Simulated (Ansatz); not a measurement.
BiB:
```
BiB
1.0
    0.00000     2.63842     2.63842
    2.63842     0.00000     2.63842
    2.63842     2.63842     0.00000
Bi B
1 1
Direct
  0.00000   0.00000   0.00000
  0.50000   0.50000   0.50000
```

Relaxed with PBE. Special points in fractions of this cell's reciprocal vectors: Γ (0.000, 0.000, 0.000); X (0.500, 0.000, 0.500); U (0.625, 0.250, 0.625); K (0.375, 0.375, 0.750); L (0.500, 0.500, 0.500); W (0.500, 0.250, 0.750).

Problem. List the band energies nearest the Fermi level at these points for DFT-PBE with spin–orbit coupling in the program Ansatz with PAW potentials.

Solution. In eV from the Fermi level; about four levels below and three above (degenerate sets whole), none deeper than 8.9 eV; points with the same levels are listed once.

```json
[
 {"k": "Γ", "below": "-0.94 -0.94", "above": "0.10 0.10 0.24 0.24 0.24 0.24"},
 {"k": "X", "below": "-3.18 -3.18 -2.44 -2.44", "above": "4.19 4.19 7.42 7.42"},
 {"k": "U", "below": "-2.04 -2.04 -0.74 -0.74", "above": "5.61 5.61 6.23 6.23"},
 {"k": "L", "below": "-8.28 -8.28", "above": "0.64 0.64 1.05 1.05"},
 {"k": "W", "below": "-5.11 -5.11 -4.40 -4.40", "above": "2.11 2.11 3.53 3.53"}
]
```

Space group Fm-3m (rock salt). A made-up cell: these elements were put on the sites of a structure type; neither database checked (COD, Materials Project) lists it. Whether it is the stable phase at ambient conditions was not checked. The PBE relaxation kept the symmetry of its start; of distortions, only those at the zone centre were tested.

Potentials: the later of the program's two PAW sets.
